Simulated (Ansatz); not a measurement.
SiO₂:
```
CELL_PARAMETERS angstrom
      0.00000     4.38140    -2.47884
      0.00000     4.38140     2.47884
      8.25280     0.00000     0.00000
ATOMIC_POSITIONS crystal
  Si 0.33996 0.33099 0.93736
  Si 0.66901 0.66004 0.06264
  Si 0.33996 0.33099 0.56264
  Si 0.66901 0.66004 0.43736
  O  0.60366 0.39634 0.00000
  O  0.60366 0.39634 0.50000
  O  0.46436 0.96792 0.54309
  O  0.03208 0.53564 0.45691
  O  0.46436 0.96792 0.95691
  O  0.03208 0.53564 0.04309
  O  0.57511 0.73919 0.25000
  O  0.26081 0.42489 0.75000
```

Tensor components refer to the Cartesian frame of this cell.

Q: Give the high-frequency dielectric tensor and the Born effective charge tensors of the independent atoms from DFPT, DFT-LDA in the program Ansatz with PAW potentials.

A: 
ε∞:
```
2.23  0.00  0.00
0.00  2.23  0.00
0.00  0.00  2.22
```
Z* of atom 1 (Si), rows: field, columns: displacement, in e:
```
 3.35  -0.02  -0.28
 0.00   3.33  -0.21
 0.28   0.26   3.30
```
Z* of atom 5 (O), rows: field, columns: displacement, in e:
```
-1.22  -0.59   0.00
-0.58  -2.69   0.00
 0.00   0.00  -1.07
```
Z* of atom 7 (O), rows: field, columns: displacement, in e:
```
-1.27  -0.29  -0.51
-0.28  -1.48  -0.73
-0.51  -0.76  -2.24
```
Z* of atom 11 (O), rows: field, columns: displacement, in e:
```
-2.95   0.00   0.00
 0.00  -1.02  -0.04
 0.00   0.03  -1.06
```

Space group Ama2. The workflow started from a Materials Project entry (that database holds measured and hypothetical structures alike); the Crystallography Open Database copy checked does not list it. It is not the phase usual at ambient conditions (space group No. 92, 152, 154). The cell was relaxed with LDA under the symmetry of its start; whether a distortion lowers the energy is not shown.

Potentials: the later of the program's two PAW sets.
